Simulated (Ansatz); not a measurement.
Input:

ReW:
```
CELL_PARAMETERS angstrom
      3.13089     0.00000     0.00000
      0.00000     3.13089     0.00000
      0.00000     0.00000     3.13089
ATOMIC_POSITIONS crystal
  W  0.00000 0.00000 0.00000
  Re 0.50000 0.50000 0.50000
```

This is the r²SCAN-relaxed structure.

Problem. All from the program Ansatz at the r²SCAN level (PAW), unless another level is named. Predict the density of states at the Fermi level.

Solution. 0.79 states/eV per atom (mean over ±0.08 eV).

Problem. Next, the formation energy from the elements (no fitted shifts)?

Solution. 0.064 eV/atom.

Problem. Next, the gap with spin–orbit coupling?

Solution. none (metallic).

Space group Pm-3m (CsCl type). A made-up cell: these elements were put on the sites of a structure type; neither database checked (COD, Materials Project) lists it. Its standing as an ambient phase is unchecked. The cell was relaxed with r²SCAN under the symmetry of its start; whether a distortion lowers the energy is not shown. The run is not spin-polarised. The references are the lowest solids computed at this level, not always the standard phases. Spin–orbit coupling is left out wherever it is not named.

Potentials: the earlier of the program's two PAW sets.
